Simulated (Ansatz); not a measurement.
Consider the following.

SrCl2:
```
SrCl2
1.0
    0.00000     3.40017     3.40017
    3.40017     0.00000     3.40017
    3.40017     3.40017     0.00000
Sr Cl
1 2
Direct
  0.00000   0.00000   0.00000
  0.25000   0.25000   0.25000
  0.75000   0.75000   0.75000
```

This is the LDA-relaxed structure.

**Question.** All from LDA in the plane-wave PAW code Ansatz, unless another level is named. Predict the electronic dielectric constant ε∞ (DFPT).

**Answer.** 3.13.

**Question.** Give the static dielectric constant ε0 (ions relaxed, cell fixed).

**Answer.** 7.23.

**Question.** And the Born charges (a third of the trace)?

**Answer.** Sr +2.49, Cl -1.24 e.

Space group Fm-3m (fluorite). The LDA relaxation kept the symmetry of its start; phonons on a q-mesh show no instability. Spin–orbit coupling is left out wherever it is not named.

Potentials: the later of the program's two PAW sets.
